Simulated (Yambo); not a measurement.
BSE-type run in Yambo on Li4MgN3H3 (space group Imm2, No. 44), at zero momentum. LDA wavefunctions on a 4×4×4 mesh, a = b = c = 6.150 Å, α = 145.09°, β = 59.01°, γ = 134.02°.

Yambo input:
```
rim_cut
optics
bse
bss
dipoles
em1s
RandQpts= 1000000
RandGvec= 1 Ry
FFTGvecs= 40 Ry
Chimod= "HARTREE"
BSKmod= "SEX"
BSEmod= "resonant"
BSSmod= "hs"
BSENGexx= 15 Ry
BSENGBlk= 3 Ry
% KfnQP_E
 1.682 | 1.0 | 1.0 |
%
% BSEQptR
 1 | 1 |
%
% BSEBands
 12 | 28 |
%
% BEnRange
 0.0 | 12.2 | eV
%
% BDmRange
 0.15 | 0.15 | eV
%
BEnSteps= 244
% BLongDir
 1.0 | 0.0 | 0.0 |
%
BSHayTrs= -0.02
BSSNEig= 24
WRbsWF
% BndsRnXs
 9 | 55 |
%
NGsBlkXs= 3 Ry
% LongDrXs
 1.0 | 1.0 | 1.0 |
%
```

From the report:

The dimension is k points × valence × conduction bands = 64 × 9 × 8 = 4608.
```
   [SLEPC] Approach                          : Krylov-Schur
   [SLEPC] Number of requested eigenvalues   :  24
   [SLEPC] Number of eigenvalues        [NEV]:  24
    [K] Dimension                                    :   4608
    [K] Bands                                        :  12  28
    [K] Exchange res                                 : yes
    [K] Correlation res                              : yes
    [K] W interaction is bare                        : no
    [K] RL vectors exchange                          :   629
    [K] RL vectors correlation                       :   63
    [W] Matrix size                                  :   63
    [W] Bands                                        :    9   55
    [W] Coulomb Cutoff                               : none
    [W] Hxc Kernel                                   : HARTREE
```

Geometry of the Materials Project entry, not relaxed at this level.

The structure is a Materials Project entry; no match was found in the copy of COD used, and its stability was not checked.
